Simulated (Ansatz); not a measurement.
**PbO: an elastic constant from a strain scan**

Computed with Ansatz 0.2.0, DFT PBEsol, scalar-relativistic, plane waves, PAW. Settings: plane waves to 420 eV, k-mesh 8×8×6 (Γ-centred), Gaussian smearing 0.05 eV. Spin–orbit coupling is left out, which can shift energies with elements as heavy as these. No spin polarisation. Energies are free energies at this smearing, counted from the undisturbed cell; pressure is positive in compression.

The starting cell (as given, not relaxed at this level; it stands at 0.9 GPa):

```
Pb O
1.0
     3.97440    0.00000    0.00000
     0.00000    3.97440    0.00000
     0.00000    0.00000    5.02200
Pb O
2 2
Direct
  0.00000 0.50000 0.23510
  0.50000 0.00000 0.76490
  0.00000 0.00000 0.00000
  0.50000 0.50000 0.00000
```

The cell is strained by ε times the Voigt pattern (1, -1, 0, 0, 0, 0) (xx, yy, zz, yz, xz, xy; engineering shear) with fractional coordinates fixed. The cell holds 4 atoms in V0 = 79.33 Å³. The stress column is τ = (1/V0) dE/dε, got from the stress tensor σ (compression positive) at each point as −det(1 + εP) σ : P(1 + εP)⁻¹, with P the pattern as a tensor.

| ε | ΔE (meV/atom) | τ (GPa) |
| --- | --- | --- |
| -0.0350 | 11.131 | -5.208 |
| -0.0300 | 8.147 | -4.435 |
| -0.0250 | 5.633 | -3.675 |
| -0.0200 | 3.595 | -2.927 |
| -0.0150 | 2.011 | -2.187 |
| -0.0100 | 0.875 | -1.454 |
| -0.0050 | 0.215 | -0.726 |
| 0.0000 | 0.000 | 0.000 |
| 0.0050 | 0.215 | 0.726 |
| 0.0100 | 0.875 | 1.454 |
| 0.0150 | 2.011 | 2.187 |
| 0.0200 | 3.595 | 2.927 |
| 0.0250 | 5.633 | 3.675 |
| 0.0300 | 8.147 | 4.435 |
| 0.0350 | 11.131 | 5.208 |
| 0.0400 | ? | ? |

Which combination of elastic constants does this scan measure, and how large is it?

For small ε, τ = τ0 + Kε with K = pᵀCp, which for this pattern is C11 + C22 − 2 C12 in the Cartesian frame shown. The parabola through τ at ε = -0.0050, 0 and 0.0050 has slope K = 145 GPa at zero. The energies per cell, E = NΔE, of the same two points give K = 2[E(ε₊)/ε₊ − E(ε₋)/ε₋]/[(ε₊ − ε₋)V0] = 139 GPa, in agreement. These are clamped-ion values.

Predict the withheld row at ε = 0.0400 from the harmonic law, and compare.

ΔE = V0(τ0 ε + Kε²/2)/N = 14.380 meV/atom and τ = 5.81 GPa. The calculation gives 14.600 meV/atom and 6.00 GPa, a miss of 1.5 % of the harmonic energy, so the harmonic law still holds here.

Forces appear on the atoms along this scan, and letting them relax would lower the energy and soften the response.